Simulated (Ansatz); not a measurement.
One stationary structure of AlRu. Space group Pm-3m (No. 221), CsCl type. Level of theory: r2SCAN (plane waves to 500 eV, PAW, scalar-relativistic; Ansatz, a first-principles code).

```cif
data_AlRu
_chemical_formula_sum 'Al1 Ru1'
_space_group_name_H-M_alt 'Pm-3m'
_space_group_IT_number 221
_space_group_name_Hall '-P 4 2 3'
_cell_length_a 2.98253
_cell_length_b 2.98253
_cell_length_c 2.98253
_cell_angle_alpha 90.000
_cell_angle_beta 90.000
_cell_angle_gamma 90.000
loop_
_atom_site_label
_atom_site_type_symbol
_atom_site_symmetry_multiplicity
_atom_site_Wyckoff_symbol
_atom_site_fract_x
_atom_site_fract_y
_atom_site_fract_z
_atom_site_occupancy
Al1 Al 1 b 0.50000 0.50000 0.50000 1
Ru1 Ru 1 a 0.00000 0.00000 0.00000 1
```

Volume per atom: 13.27 Å³
Density: 8.01 g/cm³
Band gap: zero (metallic)
Shortest distances: Al–Ru 2.58 Å; Al–Al 2.98 Å; Ru–Ru 2.98 Å
k-mesh: 16×16×16

Band energies at high-symmetry points (eV from the Fermi level; labels of this space group; no spin-orbit coupling), from −5 eV up to 4.0 eV:

```tsv
point	energies
Γ	-3.74 -3.74 0.16 0.16 0.16
X	-2.85 -1.72 -1.72 0.42 2.53
M	-3.19 -1.49 -1.49 -1.28 -1.28 1.73
R	-4.98 -4.98 -4.98 1.83 1.83 3.25
```

No spin polarisation in the result.

The run could not lose the symmetry of its start.
